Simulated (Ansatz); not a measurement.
**Si3Ge: computed properties**

All numbers below come from DFT PBE, scalar-relativistic, plane waves, PAW (Ansatz 0.2.0).

Plane waves to 420 eV, a k mesh through Γ of 10×10×6 on the computed 4-atom cell and Gaussian smearing (0.02 eV); no spin polarisation.

The structure is relaxed at this level of theory with its symmetry kept, and needn't be the ground state of this composition.

```
CELL_PARAMETERS angstrom
3.91238 0.00000 0.00000
0.00000 3.91238 0.00000
0.00000 0.00000 5.53206
ATOMIC_POSITIONS crystal
Si 0.50000 0.50000 0.00000
Si 0.00000 0.50000 0.75587
Si 0.50000 0.00000 0.24413
Ge 0.00000 0.00000 0.50000
```

Question: Formation energy from the elements' standard states (uncorrected)?

Answer: +0.013 eV/atom.

Question: Kohn–Sham band gap?

Answer: 0.38 eV, indirect from Γ to M.

Question: Orbital (Löwdin) character of the top 1 eV of the valence band?

Answer: Si 3p 69 %, Ge 4p 28 %.

Question: Orbital (Löwdin) character of the lowest 1 eV of the conduction band?

Answer: Si 3p 47 %, Si 3s 18 %, Ge 4p 12 %, Ge 4s 10 %, unprojected 13 %.

Question: Electron masses at the edge by direction of the standard setting (m_e; one valley, along these axes only; no spin-orbit coupling)?

Answer: x: 0.41; y: 0.41; z: 0.19.

Question: Hole masses at the edge by direction of the standard setting (m_e; one valley, along these axes only; no spin-orbit coupling)?

Answer: x: 2.3, 0.080; y: 2.3, 0.080; z: 0.26, 0.26.

Question: Bulk modulus?

Answer: 81 GPa.

Question: Its pressure derivative?

Answer: 4.4.

Question: Bader charge by site (e)?

Answer: Si (1 in the cell) 0.03, Si (2 in the cell) 0.12, Ge (1 in the cell) -0.26.

The cell was found from a structure generator's guess, not taken from experiment. Kohn–Sham gaps at this level usually fall short of measured ones. Löwdin shares on free-atom orbitals overweight diffuse shells in the empty bands.
